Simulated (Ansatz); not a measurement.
**Ag: clamped-ion strain scan**

The calculation used DFT r2SCAN, scalar-relativistic, plane waves, PAW in Ansatz. The runs took a 300 eV cutoff, a Γ-centred 9×9×6 mesh and Gaussian smearing (0.15 eV). The mesh is coarse. The cutoff lies under the one recommended for these potentials. No spin polarisation. Energies are free energies at this smearing, counted from the undisturbed cell; pressure is positive in compression.

Reference structure (as given, not relaxed at this level; it stands at -3.1 GPa; this form isn't the usual structure):

```yaml
crystal:
  lattice:
    - [2.93000, 0.00000, 0.00000]
    - [-1.46500, 2.53745, 0.00000]
    - [0.00000, 0.00000, 4.79000]
  atoms:
    - { symbol: Ag, position: [0.33333, 0.66667, 0.25000] }
    - { symbol: Ag, position: [0.66667, 0.33333, 0.75000] }
```

The cell is strained by ε times the Voigt pattern (1, -1, 0, 0, 0, 0) (xx, yy, zz, yz, xz, xy; engineering shear) with fractional coordinates fixed. The cell is metallic on the mesh throughout.

| ε | ΔE (meV/atom) | stress summed along the pattern (GPa, tension positive) | pressure (GPa) |
| --- | --- | --- | --- |
| -0.0400 | 18.4 | -7.80 | -2.4 |
| -0.0300 | 9.9 | -5.82 | -2.8 |
| -0.0200 | 4.5 | ? | ? |
| -0.0100 | 2.6 | -1.85 | -3.1 |
| 0.0000 | 0.0 | 0.00 | -3.1 |
| 0.0100 | 2.5 | ? | ? |
| 0.0200 | 5.7 | 3.35 | -3.0 |
| 0.0300 | 9.5 | ? | ? |
| 0.0350 | 11.7 | 4.88 | -2.6 |
| 0.0400 | 14.5 | 5.04 | -2.5 |

Question: Give the withheld values.

Answer: stress summed along the pattern (GPa, tension positive) at ε = -0.0200: -3.83; pressure (GPa) at ε = -0.0200: -3.0; stress summed along the pattern (GPa, tension positive) at ε = 0.0100: 1.74; pressure (GPa) at ε = 0.0100: -3.1; stress summed along the pattern (GPa, tension positive) at ε = 0.0300: 4.52; pressure (GPa) at ε = 0.0300: -2.8.

Cost: 10 runs of about 1.4 core-minutes in all, on Arm Neoverse N1 (shared hosts).